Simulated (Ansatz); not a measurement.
CsSnI₃ (cubic perovskite)

```
CsSnI3
1.0
    6.27175     0.00000     0.00000
    0.00000     6.27175     0.00000
    0.00000     0.00000     6.27175
Cs Sn I
1 1 3
Cartesian
  0.00000   0.00000   0.00000
  3.13588   3.13588   3.13588
  0.00000   3.13588   3.13588
  3.13588   3.13588   0.00000
  3.13588   0.00000   3.13588
```

The slice is a {100} plane (indices of the conventional cell) through the point (0.500, 0.000, 0.500) (fractional), spanned by u = [100] and v = [010] in vectors of this cell: u (6.27 Å) and v (6.27 Å, at 90° to u). It covers one period; positions are fractions (u, v).

Method: PBE (plane waves to 420 eV, PAW, scalar-relativistic; Ansatz, a quantum-chemistry and plane-wave program). k mesh 6×6×6. Inside the PAW spheres the values are not all-electron values, and peaks at nuclei hang on which shells count as valence. CsSnI3 was relaxed with its symmetry unable to fall. Spin-orbit coupling is left out, though I is heavy. This is a high-temperature form of CsSnI3.

Question: What is the valence density on the shortest Sn–I line in this plane (3.14 Å), at its minimum between the atoms?

Answer: 0.21 e/Å³.

Question: The ELF has a maximum in the middle third of the Sn–I line. Where, and how high?

Answer: 0.65, 2.0 Å from Sn.

Question: Sketch the electron localisation function (ELF) on this plane as a map.

Answer: 
```
|xx=*%@@@#=.       .=#@@@%*=x|
|x=+#%@@%+:         :+%@@%#+=|
|**##%@%#-.         .-#%@%##*|
|###%%%#=.    ...    .=#%%%##|
|#%%%%*=.   .:===:.   .=*%%%%|
|###*+-.   .-+###+-.   .-+*##|
|+==-:.   .=#%@@@%#=.   .:-==|
|---::.  .=#%@@@@@%#=.  .::--|
|-----:..-*%@@@@@@@%*-..:----|
|====--::+%%%%%%%%%%%+::--===|
|:-===-:-*%%##***##%%*-:-===-|
|x :==--=#%##+=x=+##%#=--==: |
|xx -=--=#%#*=xxx=*#%#=--=- x|
|xxx:=--+###*xxxxx*###+--=:xx|
|xx -=--=#%#*=xxx=*#%#=--=- x|
|x :==--=#%##+=x=+##%#=--==: |
|:-===-:-*%%##***##%%*-:-===-|
|====--::+%%%%%%%%%%%+::--===|
|-----:..-*%@@@@@@@%*-..:----|
|---::.  .=#%@@@@@%#=.  .::--|
|+==-:.   .=#%@@@%#=.   .:-==|
|###*+-.   .-+###+-.   .-+*##|
|#%%%%*=.   .:===:.   .=*%%%%|
|###%%%#=.    ...    .=#%%%##|
|**##%@%#-.         .-#%@%##*|
|x=+#%@@%+:         :+%@@%#+=|
|xx=*%@@@#=.       .=#@@@%*=x|
|xxx*%@@@#=.       .=#@@@%*xx|
```
Scale: ten equal steps from 0.00 (start of ' ') to 0.81 (end of '@'), in the order ' .:-=+*#%@'. Values: electron localisation function (ELF). The map has 28 points along u (one character each, u = 0 at the left) and 28 along v (v = 0 in the bottom row). Points within 0.5 Å of a nucleus are blanked (x), as the pseudised field means little there.
